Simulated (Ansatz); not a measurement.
Computed with DFT, r2SCAN, plane waves (500 eV) with PAW, scalar-relativistic in Ansatz 0.2.0. The PAW files were generated under PBE, with cores re-solved for the functional.

An element in the bcc structure gives this curve. The cell is scaled uniformly from the relaxed one, with fractional coordinates and shape fixed. Energies are extrapolated to zero smearing, pressures are those at the given smearing. Magnetic state: spin not included.

```tsv
V (Å³/atom)	E − E₀ (meV/atom)	P (GPa)
23.725	87.0	10.26
24.804	34.6	5.99
25.882	7.5	2.61
26.961	0.2	-0.08
28.039	8.7	-2.26
29.118	30.2	-4.03
30.196	62.4	-5.46
```

**Question.** Which element is it?
A. thallium
B. antimony
C. magnesium
D. tellurium

**Answer.** B. Its fit is V₀ = 26.88 Å³/atom, B₀ = 60 GPa, B₀′ = 4.4.
